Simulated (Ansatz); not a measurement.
Ti (hcp, Mg type)

```cif
data_Ti2
_chemical_formula_sum 'Ti2'
_space_group_name_H-M_alt 'P63/mmc'
_space_group_IT_number 194
_space_group_name_Hall '-P 6c 2c'
_cell_length_a 2.93885
_cell_length_b 2.93885
_cell_length_c 4.64996
_cell_angle_alpha 90.000
_cell_angle_beta 90.000
_cell_angle_gamma 120.000
loop_
_atom_site_label
_atom_site_type_symbol
_atom_site_symmetry_multiplicity
_atom_site_Wyckoff_symbol
_atom_site_fract_x
_atom_site_fract_y
_atom_site_fract_z
_atom_site_occupancy
Ti1 Ti 2 d 0.66667 0.33333 0.25000 1
```

The relaxed cell is deformed in two ways at once: its volume V is scaled, and at that volume it is stretched along z (the c axis of the conventional cell) so that c/a changes. Fractional atomic positions are held.

All values below come from PBE (plane waves to 420 eV, PAW, scalar-relativistic; Ansatz, a first-principles code). k mesh 18×18×10 (Γ-centred), Fermi-Dirac smearing 0.05 eV. The energy includes the smearing's −TS. With partly filled bands, the response to shear is sensitive to the k mesh, so small differences along c/a are uncertain. The PAW data are Ansatz's earlier set. Ti is run without spin polarisation. Ti was relaxed with its symmetry unable to fall. The zero of ΔE is the relaxed starting cell.

Problem. Predict the ΔE (meV/atom) at all points of the grid V/V₀ = 0.960, 0.980, 1.000, 1.020, 1.040 by (c/a)/(c/a)₀ = 0.880, 0.940, 1.000, 1.060, 1.120.

Solution. ΔE (meV/atom), with V/V₀ across and (c/a)/(c/a)₀ down:

| (c/a)/(c/a)₀ \ V/V₀ | 0.960 | 0.980 | 1.000 | 1.020 | 1.040 |
|---|---|---|---|---|---|
| 0.880 | 74 | 65 | 61 | 62 | 68 |
| 0.940 | 27 | 18 | 15 | 17 | 24 |
| 1.000 | 10 | 2 | 0 | 2 | 9 |
| 1.060 | 24 | 16 | 13 | 16 | 23 |
| 1.120 | 60 | 52 | 49 | 51 | 58 |

(Under strain, the slope of the energy per volume gives the stress and its curvature an elastic modulus.)
